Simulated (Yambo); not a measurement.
InP (zinc blende, space group F-43m, No. 216), G0W0@LDA (Yambo, plasmon pole, terminator in G, 4×4×4 mesh): gap Γ → Γ in eV by bands and screening block.

| bands (W and G) | 2 Ry | 4 Ry | 6 Ry | 8 Ry | 10 Ry |
|---|---|---|---|---|---|
| 23 | ? | 1.18 | 1.19 | 1.19 | 1.19 |
| 39 | 1.01 | 1.15 | 1.15 | 1.16 | 1.16 |
| 61 | 0.98 | 1.12 | 1.13 | 1.14 | 1.14 |
| 88 | 0.96 | 1.11 | 1.12 | 1.13 | 1.13 |
| 115 | ? | ? | 1.12 | 1.14 | 1.14 |

Question: Estimate the withheld gaps from their neighbours; the computed values follow.

Answer: 
- 23, 2 Ry: 1.08
- 115, 2 Ry: 0.95
- 115, 4 Ry: 1.10

The largest settings aren't shown to be the converged limit.

The standard potential for In keeps a d shell in the valence without the s and p states of that shell. In tests on such compounds this moved G0W0 gaps by up to about 0.9 eV, so absolute quasiparticle energies here are unreliable; differences between settings are what counts.

Spin-orbit coupling is not included.

Geometry relaxed with LDA; primitive cell a = b = c = 4.117 Å, α = β = γ = 60.00°.
